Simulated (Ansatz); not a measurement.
Sn:
```
Sn
1.0
   -4.05380     4.05380     4.05380
    4.05380    -4.05380     4.05380
    4.05380     4.05380    -4.05380
Sn
8
Direct
  0.20569   0.20569   0.20569
  0.50000   0.00000   0.29431
  0.29431   0.50000   0.00000
  0.00000   0.29431   0.50000
  0.79431   0.79431   0.79431
  0.50000   0.00000   0.70569
  0.70569   0.50000   0.00000
  0.00000   0.70569   0.50000
```

Relaxed with PBE.

**Question.** Which orbitals make up the states near the Fermi level in PBE (plane waves, PAW; program Ansatz)?

**Answer.** Within 0.5 eV of the Fermi level: Sn 5p 78 %, Sn 5s 20 %. Projections are on Löwdin-orthogonalised atomic valence shells; empty p or d shells of many metals are not among them.

**Question.** Tabulate the density of states.

**Answer.** States/eV per cell of 8 atoms, in 0.25 eV bins, energy from the Fermi level.

```tsv
E (eV)	total	Sn 5p	Sn 5s	Sn 4d
-7.85	2.88	0.71	2.16	0.01
-7.60	3.69	0.98	2.70	0.01
-7.35	2.30	0.70	1.58	0.01
-7.10	1.84	0.59	1.24	0.00
-6.85	2.57	0.83	1.72	0.01
-6.60	2.82	0.96	1.84	0.01
-6.35	2.90	1.05	1.83	0.01
-6.10	2.88	1.10	1.76	0.01
-5.85	2.14	0.86	1.27	0.01
-5.60	1.81	0.78	1.02	0.00
-5.35	4.24	1.82	2.38	0.01
-5.10	2.91	1.14	1.74	0.01
-4.85	1.66	0.65	1.00	0.00
-4.60	1.62	0.65	0.96	0.00
-4.35	1.18	0.50	0.67	0.00
-4.10	0.94	0.43	0.50	0.00
-3.85	0.72	0.37	0.34	0.00
-3.60	0.70	0.47	0.22	0.00
-3.35	3.05	2.80	0.23	0.00
-3.10	3.21	2.90	0.29	0.01
-2.85	4.29	3.87	0.39	0.01
-2.60	5.63	5.07	0.52	0.01
-2.35	4.72	4.31	0.38	0.01
-2.10	5.15	4.81	0.30	0.01
-1.85	5.71	5.39	0.27	0.01
-1.60	8.07	7.63	0.38	0.02
-1.35	8.54	8.21	0.26	0.02
-1.10	4.78	4.55	0.18	0.01
-0.85	4.14	3.97	0.13	0.01
-0.60	3.87	3.71	0.12	0.01
-0.35	1.88	1.73	0.13	0.01
-0.10	1.45	1.21	0.22	0.00
0.15	4.08	3.08	0.91	0.01
0.40	4.72	3.41	1.18	0.01
0.65	3.76	2.62	1.01	0.01
0.90	1.91	1.32	0.53	0.00
1.15	2.58	1.84	0.63	0.01
1.40	4.68	3.36	1.05	0.01
1.65	4.61	3.34	1.00	0.01
1.90	5.61	4.07	1.18	0.01
2.15	5.07	3.67	1.00	0.01
2.40	5.49	4.08	0.93	0.01
2.65	4.92	3.78	0.67	0.01
2.90	6.73	5.26	0.67	0.01
3.15	5.77	4.51	0.49	0.01
3.40	7.34	5.76	0.56	0.01
3.65	5.91	4.59	0.44	0.01
3.90	5.99	4.61	0.47	0.01
4.15	5.52	4.16	0.44	0.01
4.40	5.16	3.74	0.31	0.01
4.65	5.98	4.26	0.31	0.01
```

Space group Ia-3. The start of the workflow was typed in or built on a structure type; neither database checked (COD, Materials Project) lists it. It is not the phase usual at ambient conditions (space group No. 141). The PBE relaxation kept the symmetry of its start; its stability against distortions is not shown here. Spin–orbit coupling is left out wherever it is not named.

Potentials: the earlier of the program's two PAW sets.
